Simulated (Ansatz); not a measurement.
Consider the following.

LiCl:
```xyz
2
Lattice="0.0000 2.5750 2.5750 2.5750 0.0000 2.5750 2.5750 2.5750 0.0000" Properties=species:S:1:pos:R:3 pbc="T T T"
Li     0.0000     0.0000     0.0000
Cl     2.5750     2.5750     2.5750
```

This is the PBE-relaxed structure.

Q: All from PBE (plane waves, PAW; program Ansatz), unless another level is named. Give the vibrational entropy at 300 K.

A: 31.2 J/(K·mol of atoms).

Q: What about the Hill bulk and shear moduli?

A: 31.8 and 20.3 GPa.

Q: And the elastic constants (relaxed ions, GPa)?

A: C11 = 51.7, C12 = 21.9, C44 = 24.9.

Q: And the zero-point energy?

A: 33.6 meV/atom.

Space group Fm-3m (rock salt). The PBE relaxation kept the symmetry of its start; phonons on a q-mesh show no instability.

Potentials: the later of the program's two PAW sets.
